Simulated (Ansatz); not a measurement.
In₂SeS:
```
CELL_PARAMETERS angstrom
      4.00903     0.00000     0.00000
     -2.00452     3.47193     0.00000
      0.00000     0.00000     9.21747
ATOMIC_POSITIONS crystal
  In 0.00000 0.00000 0.44943
  In 0.33333 0.66667 0.02460
  Se 0.33333 0.66667 0.58551
  S  0.00000 0.00000 0.18845
```

Relaxed with PBEsol. Independent-particle spectrum: no excitons, no local fields, no scissors shift; 0.1 eV broadening; ε₁ of the summed bands alone.

Question: Tabulate the dielectric function from DFT-PBEsol in the program Ansatz with PAW potentials.

Answer: 

```
E (eV)  ε₁ xx  ε₂ xx  ε₁ zz  ε₂ zz
------  -----  -----  -----  -----
0.0      8.38   0.00   9.16   0.00
0.5      8.61   0.00   9.41   0.00
1.0      9.54   0.00  10.46   0.00
1.5     14.07   0.62  13.24   2.04
2.0      2.93   7.58  11.98   6.04
2.5      6.85   3.44   6.04   8.81
3.0      7.11   5.42   7.01   5.81
3.5      6.37   5.20   7.64  10.50
4.0      6.79   8.60   5.02   9.22
4.5      3.62   5.10   1.51   6.99
5.0      7.03  11.18   2.57  12.23
5.5     -0.55   6.96  -4.33   7.97
6.0     -0.29   7.82  -0.72   3.23
6.5     -0.60   7.13  -1.55   7.06
7.0     -2.69   4.65  -2.60   2.47
7.5     -3.10   3.50  -1.49   3.18
8.0     -1.66   2.90   0.01   3.13
8.5     -1.86   2.24  -2.32   3.00
9.0     -1.39   1.74  -1.57   1.64
9.5     -1.31   1.74  -0.92   1.81
10.0    -1.00   1.13  -1.39   1.16
10.5    -1.04   1.14  -1.14   0.84
11.0    -0.82   0.79  -0.63   0.59
11.5    -0.44   0.70  -0.23   0.56
12.0    -0.39   0.66  -0.12   0.70
```

Question: From ε at 1.5 eV (xx: 14.07 + 0.62i), find n, k, the normal reflectivity and the absorption coefficient.

Answer: n = 3.75, k = 0.083, R = 34 %, α = 2kE/ħc = 13000 cm⁻¹.

With all bands, ε∞ without local fields is 8.49 (xx = yy), 9.27 (zz). DFPT, with local fields, gives 7.73 (xx = yy), 6.40 (zz).

Space group P3m1. The start of the workflow was typed in or built on a structure type; neither database checked (COD, Materials Project) lists it. Whether it is the stable phase at ambient conditions was not checked. The PBEsol relaxation kept the symmetry of its start. At this level the phase is mechanically unstable. Scalar-relativistic: spin–orbit coupling is off unless named, which matters more the heavier the elements.

Potentials: the earlier of the program's two PAW sets. The files were generated under PBE; for other functionals the program regenerates the frozen cores, and for LDA and PBEsol the local potential too.
